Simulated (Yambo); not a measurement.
Yambo run on RbCdF3 (cubic perovskite, space group Pm-3m, No. 221). The wavefunctions are PBEsol (Quantum ESPRESSO, PseudoDojo norm-conserving, 102 Ry, with spin-orbit coupling) ones on a 2×2×2 mesh (50 occupied bands); a = b = c = 4.4250 Å, α = β = γ = 90.00°.

Yambo input:

```
rim_cut
gw0
dyson
el_el_corr
HF_and_locXC
ppa
em1d
RandQpts= 1000000
RandGvec= 1 Ry
EXXRLvcs= 102 Ry
VXCRLvcs= 408 Ry
Chimod= "HARTREE"
% BndsRnXp
 9 | 264 |
%
NGsBlkXp= 7 Ry
% LongDrXp
 1.0 | 1.0 | 1.0 |
%
PPAPntXp= 27.2114 eV
% GbndRnge
 1 | 114 |
%
GTermKind= "BG"
DysSolver= "n"
ExtendOut
% QPkrange
 1 | 1 | 50 | 51 |
 4 | 4 | 50 | 50 |
%
```

k points by index: 1 = Γ, 4 = R.

Resulting energies as the program prints them:

```
#    K-point    Band    Eo [eV]    E [eV]    E-Eo [eV]    Vxc [eV]    Vnlxc [eV]    Sc|Eo [eV]    Sc|E [eV]    dSc/dw|Eo [eV]    Re(Z)    Im(Z)
#
    1    50    -1.508031    -3.501881    -1.993849    -21.85939    -29.51153    5.162568    5.658293    -6.764938    0.800891    -0.001283
    1    51    3.068531    4.472241    1.403710    -11.97504    -7.158066    -3.220442    -3.413267    -3.737789    0.879228    -0.714712E-3
    4    50    0.000000    -1.806935    -1.806935    -25.56622    -32.23686    4.476849    4.863705    -5.825454    0.823667    -0.001013
```
(The two width columns are left out.) Convergence of these settings isn't established.

Geometry of the Materials Project entry, not relaxed at this level.

The structure is a Materials Project entry; no match was found in the copy of COD used, and its stability was not checked.
